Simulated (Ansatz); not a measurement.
The relaxed structure here is a generated cell of SnS2: the first start was made by placing the elements on the sites of a structure type, and the end was not matched to a known phase here, so it may be hypothetical. Known forms of SnS2 include space group No. 164.

A structure of SnS$_{2}$ relaxed with PBEsol (plane waves to 420 eV, PAW, scalar-relativistic; Ansatz, a first-principles code); single points at other levels follow on the same geometry (Ansatz, PAW; PBEsol+SOC at 420 eV on a 9×9×9 k-mesh; spin-orbit coupling only where +SOC is written). Space group I4₁/amd (No. 141).

```yaml
crystal:
  lattice:
    - [-2.62144, 2.62144, 5.44453]
    - [2.62144, -2.62144, 5.44453]
    - [2.62144, 2.62144, -5.44453]
  atoms:
    - { symbol: Sn, position: [0.50000, 0.50000, 0.00000] }
    - { symbol: Sn, position: [0.25000, 0.75000, 0.50000] }
    - { symbol: S, position: [0.27730, 0.27730, 0.00000] }
    - { symbol: S, position: [0.02730, 0.52730, 0.50000] }
    - { symbol: S, position: [0.47270, 0.97270, 0.50000] }
    - { symbol: S, position: [0.72270, 0.72270, 0.00000] }
```

| level | gap (eV) | kind | conduction minimum |
|---|---|---|---|
| PBEsol | 0.54 | indirect | Γ |
| PBEsol+SOC | ___ | ___ | ___ |

Q: Fill in the missing entries.

A: 
- PBEsol+SOC, gap (eV): 0.53
- PBEsol+SOC, kind: indirect
- PBEsol+SOC, conduction minimum: Γ

The shift from spin-orbit coupling is approximate. No spin polarisation in the result.

The run could not lose the symmetry of its start: the end is stationary, and may be a saddle point rather than a minimum.
